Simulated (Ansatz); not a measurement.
**Br started on a Sn site next to Sn started in the widest void in cubic perovskite CsSnBr3, 41 atoms, charge +1**

Level of theory: DFT, PBEsol, PAW, plane waves (Ansatz).

Command:

```sh
ansatz run in.yaml --threads 12 --pin off --max-ram 22800MiB --runs-dir r --events-out ev --progress --plain
```

The input less its lattice and atoms (starting moments on atoms near the defect: 2 μB in all):

```yaml
crystal:
  symmetry: { detect: false }
kpoints:
  mp_grid: { grid: [1, 1, 1], shift: [0.25, 0.25, 0.25] }
hamiltonian:
  xc: pbesol
total_charge: 1
magnetization:
  spin_polarized: true
scf:
  occupations: { method: fermi_dirac, width: 0.01 }
relax:
  f_tol: 0.03
  max_steps: 80
  escape_saddle: false
  adjacent_minimum: "off"
output:
  forces: true
  eigenvalues: true
  populations: true
  charged_corrections: { epsilon: 30 }
  write_density: true
  write_potential: true
  elf: true
  volumetric_format: npy
```

Start:

```xyz
41
Lattice="11.5000 0.0000 0.0000 0.0000 11.5000 0.0000 0.0000 0.0000 11.5000" Properties=species:S:1:pos:R:3 pbc="T T T"
Cs    0.0186    0.0093    0.0306
Cs    0.0200    0.0244    5.7760
Cs    0.0129    5.7252   11.4902
Cs    0.0038    5.7574    5.7678
Cs    5.7300    0.0426   11.4853
Cs    5.7577    0.0046    5.7551
Cs    5.7505    5.7648    0.0107
Cs    5.7754    5.7846    5.7299
Br    2.8783    2.9198    2.8892
Br    2.8455    2.8741    0.0245
Br    2.8887    2.8812    5.7258
Br    2.8806    8.6357   11.4967
Br    2.8842    8.5980    5.7380
Br    8.6448    2.8922    0.0129
Br    8.5909    2.8731    5.7319
Br    8.6426    8.6372    0.0054
Br    8.6163    8.6279    5.7805
Br   11.4846    2.8680    2.8878
Br   11.4949    2.8619    8.6164
Br   11.4595    8.6294    2.8611
Br    0.0130    8.6343    8.6113
Br    5.7701    2.8688    2.8466
Br    5.7522    2.8902    8.6535
Br    5.7621    8.6131    2.8756
Br    5.7702    8.5792    8.6500
Br    2.8769   11.4767    2.8888
Br    2.8791   11.4782    8.5785
Br    2.8785    5.7596    2.8838
Br    2.8702    5.7636    8.5958
Br    8.6036    0.0158    2.8514
Br    8.6229   11.4955    8.6300
Br    8.6005    5.7576    2.9000
Br    8.6286    5.7463    8.6321
Sn    2.8707    2.8824    8.6234
Sn    2.8781    8.6116    2.8610
Sn    2.8634    8.5875    8.6686
Sn    8.6714    2.8644    2.8934
Sn    8.6331    2.8785    8.6166
Sn    8.6154    8.6597    2.8919
Sn    8.6184    8.6298    8.6096
Sn    1.4219    1.4206    1.4464
```

Steps:

```json
{"step": "start", "energy less the first (eV)": "0.000", "largest force component (eV/Å)": "6.439"}
{"step": "1", "energy less the first (eV)": "-2.723", "largest force component (eV/Å)": "3.088"}
{"step": "2", "energy less the first (eV)": "-4.668", "largest force component (eV/Å)": "1.850"}
{"step": "3", "energy less the first (eV)": "-5.405", "largest force component (eV/Å)": "0.938"}
{"step": "4", "energy less the first (eV)": "-5.736", "largest force component (eV/Å)": "0.382"}
{"step": "5", "energy less the first (eV)": "-5.896", "largest force component (eV/Å)": "0.207"}
{"step": "6", "energy less the first (eV)": "-6.032", "largest force component (eV/Å)": "0.145"}
{"step": "7", "energy less the first (eV)": "-6.145", "largest force component (eV/Å)": "0.208"}
{"step": "8", "energy less the first (eV)": "-6.278", "largest force component (eV/Å)": "0.189"}
{"step": "9", "energy less the first (eV)": "-6.390", "largest force component (eV/Å)": "0.159"}
{"step": "10", "energy less the first (eV)": "-6.486", "largest force component (eV/Å)": "0.150"}
{"step": "11", "energy less the first (eV)": "-6.576", "largest force component (eV/Å)": "0.168"}
{"step": "12", "energy less the first (eV)": "-6.664", "largest force component (eV/Å)": "0.169"}
{"step": "13", "energy less the first (eV)": "-6.767", "largest force component (eV/Å)": "0.130"}
{"step": "14", "energy less the first (eV)": "-6.885", "largest force component (eV/Å)": "0.148"}
{"step": "15", "energy less the first (eV)": "-6.983", "largest force component (eV/Å)": "0.347"}
{"step": "16", "energy less the first (eV)": "-7.088", "largest force component (eV/Å)": "0.190"}
{"step": "17", "energy less the first (eV)": "-7.197", "largest force component (eV/Å)": "0.151"}
{"step": "18", "energy less the first (eV)": "-7.334", "largest force component (eV/Å)": "0.141"}
{"step": "19", "energy less the first (eV)": "-7.493", "largest force component (eV/Å)": "0.193"}
{"step": "20", "energy less the first (eV)": "-7.650", "largest force component (eV/Å)": "0.130"}
{"step": "21", "energy less the first (eV)": "-7.759", "largest force component (eV/Å)": "0.168"}
{"step": "22", "energy less the first (eV)": "-7.791", "largest force component (eV/Å)": "0.227"}
{"step": "23", "energy less the first (eV)": "-7.853", "largest force component (eV/Å)": "0.130"}
{"step": "24", "energy less the first (eV)": "-7.873", "largest force component (eV/Å)": "0.110"}
{"step": "25", "energy less the first (eV)": "-7.886", "largest force component (eV/Å)": "0.044"}
{"step": "26", "energy less the first (eV)": "-7.896", "largest force component (eV/Å)": "0.042"}
{"step": "27", "energy less the first (eV)": "-7.899", "largest force component (eV/Å)": "0.053"}
{"step": "28", "energy less the first (eV)": "-7.903", "largest force component (eV/Å)": "0.074"}
{"step": "29", "energy less the first (eV)": "-7.912", "largest force component (eV/Å)": "0.075"}
{"step": "30", "energy less the first (eV)": "-7.919", "largest force component (eV/Å)": "0.050"}
{"step": "31", "energy less the first (eV)": "-7.927", "largest force component (eV/Å)": "0.049"}
{"step": "32", "energy less the first (eV)": "-7.936", "largest force component (eV/Å)": "0.065"}
{"step": "33", "energy less the first (eV)": "-7.941", "largest force component (eV/Å)": "0.049"}
{"step": "34", "energy less the first (eV)": "-7.943", "largest force component (eV/Å)": "0.023"}
```

A structure on the way, about -7.20 eV from the start:

```xyz
41
Lattice="11.5000 0.0000 0.0000 0.0000 11.5000 0.0000 0.0000 0.0000 11.5000" Properties=species:S:1:pos:R:3 pbc="T T T"
Cs   11.2351   10.8865   11.3977
Cs   11.3051   11.0966    5.7953
Cs   11.1626    6.0153   11.2866
Cs   11.3782    5.8863    5.6946
Cs    5.8324   11.1608   11.4163
Cs    5.8844   11.4285    5.5712
Cs    5.4108    6.0652   11.3642
Cs    5.7909    5.8342    5.8290
Br    4.4446    3.0295    3.5191
Br    2.5579    3.6100   11.0999
Br    3.1740    3.0375    6.1651
Br    2.8241    8.8397   11.4978
Br    2.6971    8.4547    5.7344
Br   10.2714    2.6726    0.3928
Br    8.2308    2.8597    6.0599
Br    8.4140    8.5292   11.4240
Br    8.5286    8.5357    5.6882
Br    0.0800    2.7090    4.1369
Br   11.4890    3.0813    8.3060
Br   11.3142    8.7266    2.8093
Br   11.4194    8.5152    8.5608
Br    6.6197    2.9357    0.8410
Br    5.4765    2.7829    8.9558
Br    5.5675    8.2937    2.8755
Br    5.6667    8.8020    8.4508
Br    2.6826   11.3158    3.4945
Br    2.6091    0.2569    9.0040
Br    2.1891    5.6356    2.2628
Br    3.0166    5.9554    8.5028
Br    8.3806   11.4018    2.7916
Br    8.6749   11.4765    8.6551
Br    8.7703    5.6734    2.8066
Br    8.3865    5.7249    8.6557
Sn    2.7738    2.8426    8.6692
Sn    2.6485    8.3133    2.7589
Sn    2.7982    8.6457    8.4837
Sn    8.6841    2.7964    2.6022
Sn    8.5621    2.8451    8.7256
Sn    8.4412    8.4986    2.8023
Sn    8.5086    8.5807    8.5354
Sn    2.0783    2.2740    2.4010
```

End:

```xyz
41
Lattice="11.5000 0.0000 0.0000 0.0000 11.5000 0.0000 0.0000 0.0000 11.5000" Properties=species:S:1:pos:R:3 pbc="T T T"
Cs   11.2302   11.0296   11.3379
Cs   11.2238   11.1758    5.8435
Cs   11.3742    6.0690   11.4016
Cs   11.3139    6.0571    5.7849
Cs    5.4235    0.0827    0.1037
Cs    5.4117    0.0989    5.6482
Cs    5.4991    5.6089    0.1902
Cs    5.5051    5.5265    5.5973
Br    5.3177    2.8855    2.9342
Br    3.0053    2.9273   11.4173
Br    2.9650    2.8971    5.7913
Br    2.6847    8.6147   11.4594
Br    2.6343    8.6270    5.7224
Br   11.2458    2.7804    1.0278
Br    7.9246    2.7194    5.9253
Br    8.3599    8.5313   11.4581
Br    8.4347    8.6150    5.7247
Br   11.1751    2.8703    4.4246
Br   11.0916    2.9356    8.5841
Br   11.3094    8.6019    2.8216
Br   11.2295    8.5073    8.5930
Br    7.8511    2.7989   11.3689
Br    5.3925    2.6819    8.5990
Br    5.5669    8.5724    2.8673
Br    5.4951    8.8027    8.5577
Br    2.5964   11.4748    2.8725
Br    2.4831   11.4901    8.5959
Br    2.5768    5.7455    2.8417
Br    2.6769    5.7416    8.6107
Br    8.5609   11.4464    2.8389
Br    8.4279   11.4986    8.6097
Br    8.6480    5.6798    2.8281
Br    8.1772    5.6804    8.5770
Sn    2.5706    2.8643    8.6068
Sn    2.6969    8.6177    2.8485
Sn    2.6621    8.6146    8.5883
Sn    9.1034    2.8348    2.6567
Sn    8.3108    2.8245    8.5954
Sn    8.4554    8.5894    2.8375
Sn    8.3187    8.5523    8.5869
Sn    2.5495    2.8527    2.8448
```

The calculation finished and met its thresholds.

Time: 11 min of wall time on 12 threads of an EPYC 7R43 processor, on a host shared with other runs; peak host memory 3.8 GiB.

(1) How much energy did the relaxation gain, and which atom moved most?

The moment started at 2 μB and ended at 0.0 μB; no other spin state is shown. The program warned that the state may not be the lowest. The one k point has no symmetry partners, which can distort the end along one axis.

Results:

(1) 7.94 eV in 34 steps, from a start with small random displacements (neighbours that lie too close to an added atom are first pushed off) (the gain also holds any tilting of the ideal host); atom 22 (Br) moved 3.63 Å, the median atom 0.33 Å (drift of the whole cell removed).
